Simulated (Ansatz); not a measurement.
## Property card for TiPd

TiPd:
```cif
data_PdTi
_chemical_formula_sum 'Ti1 Pd1'
_space_group_name_H-M_alt 'P 1'
_space_group_IT_number 1
_cell_length_a 3.15596
_cell_length_b 3.15596
_cell_length_c 3.15596
_cell_angle_alpha 90.000
_cell_angle_beta 90.000
_cell_angle_gamma 90.000
loop_
_space_group_symop_operation_xyz
  'x, y, z'
loop_
_atom_site_label
_atom_site_type_symbol
_atom_site_fract_x
_atom_site_fract_y
_atom_site_fract_z
_atom_site_occupancy
Ti1 Ti 0.50000 0.50000 0.50000 1
Pd1 Pd 0.00000 0.00000 0.00000 1
```

Space group Pm-3m (No. 221), CsCl type; conventional cell a = 3.156 Å, b = 3.156 Å, c = 3.156 Å, α = 90.00°, β = 90.00°, γ = 90.00°.

Method: r²SCAN in the plane-wave PAW code Ansatz. Structure relaxed to zero pressure with the same functional. Other levels are named where they apply.

Cell and energy:

```yaml
volume_per_atom: 15.72 Å³
density: 8.15 g/cm³
Formation energy from the elements (no fitted shifts): -0.46 eV/atom
```

Electronic structure:

```yaml
electronic_character: metallic (no gap)
Density of states at the Fermi level: 1.4 states/eV per atom (mean over ±0.08 eV)
Gap with spin–orbit coupling: none (metallic)
```

Mechanics:

```yaml
Bulk modulus (Birch–Murnaghan fit): 166 GPa
Pressure derivative B′: 4.4
```

Charges:

```yaml
bader_charges: Ti +1.43, Pd -1.43 e
```

The workflow started from an entry of the Crystallography Open Database (COD). Its standing as an ambient phase is unchecked. The r²SCAN relaxation kept the symmetry of its start; whether a distortion lowers the energy is not shown. No spin polarisation was allowed. The references are the lowest solids computed at this level, not always the standard phases. Spin–orbit coupling is left out wherever it is not named.

Potentials: the later of the program's two PAW sets.
